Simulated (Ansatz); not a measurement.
**Coordination and ⁷¹Ga quadrupole coupling in Ga2HCl3**

Cell: an entry of the Crystallography Open Database (COD; perhaps a calculated or model structure) whose atoms were relaxed with PBE, the cell held.

Space group P2_1/c (No. 14); a = 5.7300, b = 6.7870, c = 14.8478 Å, β = 104.57°.

```csv
site,Wyckoff,site symmetry,x,y,z
Ga1,4e,1,0.9262,0.7668,0.9206
Ga5,4e,1,0.6487,0.6849,0.6464
H,4e,1,0.8589,0.7958,0.0144
Cl13,4e,1,0.8098,0.4889,0.8435
Cl17,4e,1,0.3266,0.7795,0.9355
Cl21,4e,1,0.7812,0.9989,0.8128
```

One atom of each set is listed.

Method: Kohn–Sham DFT in Ansatz, PBE, plane waves and PAW, scalar-relativistic, 420 eV cutoff, Γ-centred 5×4×2 k-points, Fermi–Dirac smearing 0.02 eV.

Q(⁷¹Ga) = 107.0 mb.

Q: Rank these Ga sites by |C_Q|, smallest first.
A. Ga5: 1 H at 2.55 Å, 8 Cl at 2.96–3.70 Å; also 3 Ga at 4.02–4.07 Å, 1 Cl at 4.23 Å
B. Ga1: 1 H at 1.55 Å, 3 Cl at 2.22–2.25 Å

A: A (2.68 MHz, η = 0.14), B (33.8 MHz, η = 0.12).

At Ga1 V_zz points along its shortest bond, to H (within 4°). Like point charges on the first shell alone (each adding as 1/d³) would give the same order.
